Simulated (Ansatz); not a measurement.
HgSe (NiAs type, P6_3/mmc) at seven volumes, DFT-PBE in the program Ansatz with PAW potentials, shape and atoms relaxed at each. One row is withheld.

```tsv
V (Å³/atom)	P (GPa)
22.624	?
23.370	3.94
24.116	1.80
24.862	0.00
25.608	-1.51
26.354	-2.76
27.100	-3.78
```

**Question.** Fit the shown pressures and predict the withheld one.

**Answer.** P = (3/2)B₀(x^(7/2) − x^(5/2))[1 + (3/4)(B′ − 4)(x − 1)] with x = (V₀/V)^(2/3). Least squares on the six rows gives V₀ = 24.860 Å³/atom, B₀ = 54.6 GPa, B′ = 5.06. At V = 22.624, x = 1.0648 and P = 6.53 GPa. The run itself gave 6.49 GPa.

The cell is a constructed one: a structure type filled with these elements; neither database checked (COD, Materials Project) lists it. COD files the formula under space group No. 216, so this cell is another polymorph or a model. Its standing as an ambient phase is unchecked. Symmetry was held in the PBE relaxation; whether a distortion lowers the energy is not shown. Scalar-relativistic: spin–orbit coupling is off unless named, which matters more the heavier the elements.

Potentials: the later of the program's two PAW sets.
